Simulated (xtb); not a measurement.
xtb single point, GFN2-xTB, vacuum, on trimethylarsine, C3H9As (SMILES C[As](C)C), charge 0, multiplicity 1.

```
xtb m.xyz --gfn 2 --chrg 0 --uhf 0 --norestart --sp

13

C      0.848119    -1.515742    -0.034577
As     0.156949     0.037758    -1.038546
C      1.157160     1.412778    -0.034543
C     -1.534063     0.216068    -0.034556
H      0.787444    -1.340549     1.038489
H      1.887573    -1.704321    -0.299567
H      0.272142    -2.407901    -0.276209
H      1.031572     1.275689     1.038455
H      0.805303     2.407901    -0.303275
H      2.218472     1.355586    -0.272370
H     -1.352578     0.178299     1.038546
H     -2.016956     1.162402    -0.274415
H     -2.218472    -0.588000    -0.301664
```

It prints:

```

          ...................................................
          :                      SETUP                      :
          :.................................................:
          :  # basis functions                  31          :
          :  # atomic orbitals                  30          :
          :  # shells                           18          :
          :  # electrons                        26          :
          :  max. iterations                   250          :
          :  Hamiltonian                  GFN2-xTB          :
          :  restarted?                      false          :
          :  GBSA solvation                  false          :
          :  PC potential                    false          :
          :  electronic temp.          300.0000000     K    :
          :  accuracy                    1.0000000          :
          :  -> integral cutoff          0.2500000E+02      :
          :  -> integral neglect         0.1000000E-07      :
          :  -> SCF convergence          0.1000000E-05 Eh   :
          :  -> wf. convergence          0.1000000E-03 e    :
          :  Broyden damping             0.4000000          :
          :  net charge                          0          :
          :  unpaired electrons                  0          :
          ...................................................

 iter      E             dE          RMSdq      gap      omega  full diag
   1    -13.4924515 -0.134925E+02  0.441E+00    6.93       0.0  T
   2    -13.5192546 -0.268031E-01  0.353E+00    6.94       1.0  T
   3    -13.5278022 -0.854754E-02  0.139E+00    6.97       1.0  T
   4    -13.5290728 -0.127061E-02  0.308E-01    7.01       1.0  T
   5    -13.5290283  0.444462E-04  0.210E-01    7.01       1.0  T
   6    -13.5290959 -0.675266E-04  0.112E-01    7.02       1.0  T
   7    -13.5291713 -0.754575E-04  0.186E-02    7.01       1.5  T
   8    -13.5291737 -0.232511E-05  0.291E-03    7.01       9.5  T
   9    -13.5291737 -0.199073E-07  0.116E-03    7.01      23.9  T
  10    -13.5291737 -0.775704E-08  0.576E-04    7.01      48.1  T
  11    -13.5291737 -0.247677E-08  0.319E-05    7.01     869.2  T

   *** convergence criteria satisfied after 11 iterations ***

         #    Occupation            Energy/Eh            Energy/eV
      -------------------------------------------------------------
         1        2.0000           -0.5994633             -16.3122
       ...           ...                  ...                  ...
         7        2.0000           -0.4737562             -12.8916
         8        2.0000           -0.4622130             -12.5775
         9        2.0000           -0.4621933             -12.5769
        10        2.0000           -0.4584296             -12.4745
        11        2.0000           -0.4111761             -11.1887
        12        2.0000           -0.4111681             -11.1885
        13        2.0000           -0.3732655             -10.1571 (HOMO)
        14                         -0.1154793              -3.1424 (LUMO)
        15                         -0.1154452              -3.1414
        16                          0.0338743               0.9218
        17                          0.1156497               3.1470
        18                          0.1338561               3.6424
       ...                                ...                  ...
        30                          0.7971268              21.6909
      -------------------------------------------------------------
                  HL-Gap            0.2577862 Eh            7.0147 eV
             Fermi-level           -0.2443724 Eh           -6.6497 eV


         :::::::::::::::::::::::::::::::::::::::::::::::::::::
         ::                     SUMMARY                     ::
         :::::::::::::::::::::::::::::::::::::::::::::::::::::
         :: total energy             -13.359413275205 Eh    ::
         :: gradient norm              0.000100714191 Eh/a0 ::
         :: HOMO-LUMO gap              7.014719297672 eV    ::
         ::.................................................::
         :: SCC energy               -13.529161038310 Eh    ::
         :: -> isotropic ES            0.006743448073 Eh    ::
         :: -> anisotropic ES          0.002802247067 Eh    ::
         :: -> anisotropic XC          0.007144421737 Eh    ::
         :: -> dispersion             -0.007084075740 Eh    ::
         :: repulsion energy           0.169747763105 Eh    ::
         :: add. restraining           0.000000000000 Eh    ::
         :: total charge              -0.000000000000 e     ::
         :::::::::::::::::::::::::::::::::::::::::::::::::::::

           -------------------------------------------------
          |                Property Printout                |
           -------------------------------------------------

    * Orbital Energies and Occupations

         #    Occupation            Energy/Eh            Energy/eV
[... lines cut ...]
        22                          0.1942765               5.2865
        23                          0.2261087               6.1527
        24                          0.2307016               6.2777
       ...                                ...                  ...
        30                          0.7971268              21.6909
      -------------------------------------------------------------
                  HL-Gap            0.2577862 Eh            7.0147 eV
             Fermi-level           -0.2443724 Eh           -6.6497 eV

     #   Z          covCN         q      C6AA      α(0)
     1   6 C        3.692    -0.134    23.266     6.902
     2  33 As       2.760     0.064   212.669    26.736
     3   6 C        3.692    -0.134    23.266     6.902
     4   6 C        3.692    -0.134    23.266     6.902
     5   1 H        0.925     0.039     2.461     2.453
     6   1 H        0.925     0.036     2.496     2.471
     7   1 H        0.925     0.037     2.493     2.469
     8   1 H        0.925     0.039     2.461     2.453
     9   1 H        0.925     0.036     2.496     2.471
    10   1 H        0.925     0.037     2.493     2.469
    11   1 H        0.925     0.039     2.461     2.453
    12   1 H        0.925     0.037     2.493     2.469
    13   1 H        0.925     0.036     2.496     2.471

 Mol. C6AA /au·bohr⁶  :       1850.895896
 Mol. C8AA /au·bohr⁸  :      64350.227170
 Mol. α(0) /au        :         69.620597

Wiberg/Mayer (AO) data.
largest (>0.10) Wiberg bond orders for each atom

 ---------------------------------------------------------------------------
     #   Z sym  total        # sym  WBO       # sym  WBO       # sym  WBO
 ---------------------------------------------------------------------------
     1   6 C    3.982 --     2 As   1.059     6 H    0.965     7 H    0.965
                             5 H    0.963
     2  33 As   3.427 --     3 C    1.059     1 C    1.059     4 C    1.059
     3   6 C    3.982 --     2 As   1.059     9 H    0.965    10 H    0.965
                             8 H    0.963
     4   6 C    3.982 --     2 As   1.059    13 H    0.965    12 H    0.965
                            11 H    0.963
     5   1 H    0.998 --     1 C    0.963
     6   1 H    0.999 --     1 C    0.965
     7   1 H    0.999 --     1 C    0.965
     8   1 H    0.998 --     3 C    0.963
     9   1 H    0.999 --     3 C    0.965
    10   1 H    0.999 --     3 C    0.965
    11   1 H    0.998 --     4 C    0.963
    12   1 H    0.999 --     4 C    0.965
    13   1 H    0.999 --     4 C    0.965
 ---------------------------------------------------------------------------


molecular dipole:
                 x           y           z       tot (Debye)
 q only:        0.000      -0.000       0.011
   full:        0.000      -0.000       0.692       1.760
molecular quadrupole (traceless):
                xx          xy          yy          xz          yz          zz
 q only:        0.004      -0.000       0.003       0.005       0.001      -0.007
  q+dip:        1.450      -0.000       1.448       0.308       0.074      -2.898
   full:        1.946      -0.000       1.943       0.308       0.074      -3.889

           -------------------------------------------------
          | TOTAL ENERGY              -13.359413275205 Eh   |
          | GRADIENT NORM               0.000100714191 Eh/α |
          | HOMO-LUMO GAP               7.014719297672 eV   |
           -------------------------------------------------
```

The total energy is -363.53 eV.
